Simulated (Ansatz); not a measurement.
Mg$_{6}$Si$_{7}$Ni$_{16}$:
Space group Fm-3m (No. 225); a = b = c = 11.2058 Å, α = β = γ = 90.00°

| atom | site | symmetry | x | y | z |
|---|---|---|---|---|---|
| Mg | 24e | 4m.m | 0.0000 | 0.0000 | 0.2951 |
| Si | 24d | m.mm | 0.0000 | 0.2500 | 0.2500 |
| Si | 4a | m-3m | 0.0000 | 0.0000 | 0.0000 |
| Ni | 32f | .3m | 0.3314 | 0.3314 | 0.3314 |
| Ni | 32f | .3m | 0.1180 | 0.1180 | 0.1180 |
(The calculation used a cell of 29 atoms; values per cell refer to that cell.)

This is the r²SCAN-relaxed structure.

All from DFT-r²SCAN in the program Ansatz with PAW potentials, unless another level is named. Give the electronic character.

metallic (no gap).

What about the formation energy from the elements (no fitted shifts)?

-0.53 eV/atom.

Next, the density of states at the Fermi level?

0.63 states/eV per atom (mean over ±0.08 eV).

The first step of the workflow began from a Materials Project structure, measured or hypothetical; the Crystallography Open Database copy checked does not list it. Whether it is the stable phase at ambient conditions was not checked. The r²SCAN relaxation kept the symmetry of its start; its stability against distortions is not shown here. No spin polarisation was allowed. The references are the lowest solids computed at this level, not always the standard phases.

Potentials: the later of the program's two PAW sets.
